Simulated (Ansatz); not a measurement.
Values for one crystal, relaxed and computed with the program Ansatz at the r²SCAN level (PAW); other levels are named.

| Item | Result |
|---|---|
| Volume per atom | 13.23 Å³ |
| Electronic character | metallic (no gap) |
| Density of states at the Fermi level | 0.30 states/eV per atom (mean over ±0.08 eV) |
| Formation energy from the elements (no fitted shifts) | -0.39 eV/atom |

### Question
Pick the material that matches.
A) BaN2, C2/c (Ba on 4e, N on 8f)
B) HfN, CsCl type
C) TaN, rock salt
D) ScNiN2, R-3m (Sc on 3b, Ni on 3a, N on 6c)

### Answer
D, ScNiN2, R-3m (Sc on 3b, Ni on 3a, N on 6c)

The start of the workflow was typed in or built on a structure type; neither database checked (COD, Materials Project) lists it. Its standing as an ambient phase is unchecked. Symmetry was held in the r²SCAN relaxation; its stability against distortions is not shown here. Magnetic state: ferromagnetic, chosen from 2 collinear starts compared on coarse meshes (ties went to the first, and starts can fall back to one state), not a proven ground state. Other orbital occupations within this spin state were not tried. No Hubbard U is applied. The references are the lowest solids computed at this level, not always the standard phases (solids in place of the gases).

Potentials: the later of the program's two PAW sets.
